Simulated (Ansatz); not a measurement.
AlN:
```
CELL_PARAMETERS angstrom
      0.00000     2.01828     2.01828
      2.01828     0.00000     2.01828
      2.01828     2.01828     0.00000
ATOMIC_POSITIONS crystal
  Al 0.00000 0.00000 0.00000
  N  0.50000 0.50000 0.50000
```

Relaxed with r²SCAN. Independent-particle spectrum: no excitons, no local fields, no scissors shift; 0.1 eV broadening; ε₁ of the summed bands alone.

Task: Tabulate the dielectric function from the program Ansatz at the r²SCAN level (PAW).

Result: 

```csv
E (eV),ε₁ xx,ε₂ xx
0.0,4.64,0.00
0.4,4.64,0.00
0.8,4.66,0.00
1.2,4.69,0.00
1.6,4.72,0.00
2.0,4.77,0.00
2.4,4.83,0.00
2.8,4.91,0.00
3.2,5.00,0.00
3.6,5.12,0.00
4.0,5.25,0.00
4.4,5.41,0.00
4.8,5.61,0.00
5.2,5.85,0.00
5.6,6.15,0.00
6.0,6.54,0.00
6.4,7.11,0.00
6.8,7.78,0.35
7.2,8.42,0.57
7.6,9.44,0.78
8.0,11.73,1.18
8.4,12.68,5.69
8.8,12.43,8.09
9.2,10.73,11.56
9.6,8.59,14.17
10.0,0.21,18.32
10.4,-3.06,11.04
10.8,-2.97,7.34
11.2,-1.73,5.39
11.6,0.34,4.71
12.0,0.12,6.23
```

Task: From ε at 7.5 eV (xx: 9.13 + 0.73i), find n, k, the normal reflectivity and the absorption coefficient.

Result: n = 3.02, k = 0.121, R = 25 %, α = 2kE/ħc = 92000 cm⁻¹.

With all bands, ε∞ without local fields is 4.71.

Space group Fm-3m (rock salt). This is a known high-pressure phase of the composition, computed here at zero pressure and temperature. The r²SCAN relaxation kept the symmetry of its start; its stability against distortions is not shown here. The volume moved by -17 % from the start of the relaxation.

Potentials: the earlier of the program's two PAW sets.
